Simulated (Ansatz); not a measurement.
This guess for Sr3Cd is about to be relaxed.

```cif
data_structure
_symmetry_space_group_name_H-M 'Pm-3m'
_symmetry_Int_Tables_number 221
_cell_length_a 5.0884
_cell_length_b 5.0884
_cell_length_c 5.0884
_cell_angle_alpha 90.000
_cell_angle_beta 90.000
_cell_angle_gamma 90.000
_cell_volume 131.75
loop_
_atom_site_label
_atom_site_type_symbol
_atom_site_symmetry_multiplicity
_atom_site_Wyckoff_symbol
_atom_site_fract_x
_atom_site_fract_y
_atom_site_fract_z
_atom_site_occupancy
Sr1 Sr 3 c 0.00000 0.50000 0.50000 1
Cd1 Cd 1 a 0.00000 0.00000 0.00000 1
```

Method: DFT PBE, scalar-relativistic, plane waves, PAW in Ansatz 0.2.0. Cutoff 420 eV, Gaussian smearing, Γ-centred meshes. Cell and atoms relax first on a coarse mesh and then on a finer one. In between, the cell is made exact in the group found at 0.06 Å. In metals the finer mesh still leaves noise of several meV/atom or more. The steps can't lower the symmetry of their start. No spin polarisation.

A guess keeps its type if space group and coordination stay and the shape of the cell changes little (axis ratios within about 15 %, angles within 6°); the volume may change.

Question: Will the relaxed cell still be of the starting type?

Answer: It keeps its type: symmetry leaves only the cell edge free. The symmetry stays Pm-3m (No. 221). The end has the Cu3Au (L1_2) type. The volume per atom grows by 30.3 %, from 32.9 to 42.9 Å³. The shortest distance goes from 3.60 Å (Sr–Cd and Sr–Sr) to 3.93 Å (Sr–Cd and Sr–Sr). Counting neighbours within 15 % of an atom's shortest distance, the start has Cd 12, Sr 12 and the end Cd 12, Sr 12.

The last run used an 8×8×8 mesh for its 4-atom cell and Gaussian smearing of 0.10 eV. The cell is a metal run without spin; a magnetic state may lie lower. A structure relaxed within its symmetry needn't be a true minimum.
